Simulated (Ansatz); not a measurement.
TiPt3:
```
TiPt3
1.0
    3.89940     0.00000     0.00000
    0.00000     3.89940     0.00000
    0.00000     0.00000     3.89940
Ti Pt
1 3
Direct
  0.00000   0.00000   0.00000
  0.00000   0.50000   0.50000
  0.50000   0.00000   0.50000
  0.50000   0.50000   0.00000
```

Relaxed with PBEsol. Special points in fractions of this cell's reciprocal vectors: Γ (0.000, 0.000, 0.000); X (0.000, 0.500, 0.000); M (0.500, 0.500, 0.000); R (0.500, 0.500, 0.500).

**Question.** List the band energies nearest the Fermi level at these points for plane-wave PAW PBEsol (Ansatz code).

**Answer.** In eV from the Fermi level; about four levels below and three above (degenerate sets whole), none deeper than 8.9 eV; points with the same levels are listed once.

```csv
k,below,above
Γ,-3.63 -3.63 -3.63 -1.68 -1.68 -0.51,0.05 0.05 0.05
X,-2.61 -1.37 -0.20 -0.20,0.06 0.46 0.77
M,-3.12 -3.12 -2.48 -2.29 -2.27,0.22 0.22 0.36
R,-0.73 -0.73 -0.73 -0.44 -0.44 -0.44,1.22 1.22 1.22
```

Space group Pm-3m (Cu3Au type). The cell was relaxed with PBEsol under the symmetry of its start; of distortions, only those at the zone centre were tested. The run is not spin-polarised. Scalar-relativistic: spin–orbit coupling is off unless named, which matters more the heavier the elements.

Potentials: the later of the program's two PAW sets.
